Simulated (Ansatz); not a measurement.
Sr (fcc, Cu type)

```
CELL_PARAMETERS angstrom
      0.00000     3.01445     3.01445
      3.01445     0.00000     3.01445
      3.01445     3.01445     0.00000
ATOMIC_POSITIONS crystal
  Sr 0.00000 0.00000 0.00000
```

The slice is a {110} plane (indices of the conventional cell) through the point (0.000, 0.000, 0.000) (fractional), spanned by u = [100] and v = [1 -1 -1] in vectors of this cell: u (4.26 Å) and v (6.03 Å, at 90° to u). It covers one period; positions are fractions (u, v).

The numbers are results of PBE (plane waves to 420 eV, PAW, scalar-relativistic; Ansatz, an electronic-structure program), not measurements. k mesh 13×13×13. These are valence fields of a PAW run, semicore shells included where kept as valence: close to a nucleus they are smooth pseudo fields. Sr was relaxed with its symmetry unable to fall. The PAW data are Ansatz's earlier set.

### Question
Sketch the electrostatic potential energy of an electron, from the cell's mean on this plane as a map.

### Answer
```
|xxxx =*#*= xxx|
|xxx .+*#*+. xx|
|xx  -*###*-  x|
|  .-+##%##+-. |
|-=+*##%%%##*+=|
|*####%%%%%####|
|%%%%%%###%%%%%|
|@@@%%#####%%@@|
|@@@%%#####%%@@|
|@@@%%##*##%%@@|
|@@@%%#####%%@@|
|@@@%%#####%%@@|
|%%%%%%###%%%%%|
|*####%%%%%####|
|-=+*##%%%##*+=|
|  .-+##%##+-. |
|xx  -*###*-  x|
|xxx .+*#*+. xx|
|xxxx =*#*= xxx|
|xxxx -***- xxx|
```
Scale: ten equal steps from -1.00 (start of ' ') to 7.99 (end of '@'), in the order ' .:-=+*#%@'. Values: electrostatic potential energy of an electron, from the cell's mean, in eV. The map has 14 points along u (one character each, u = 0 at the left) and 20 along v (v = 0 in the bottom row). Points within 1 Å of a nucleus are blanked (x), as the pseudised field means little there. Values under -1 eV are set to -1. The zero, the cell's mean, hangs on the PAW cores.
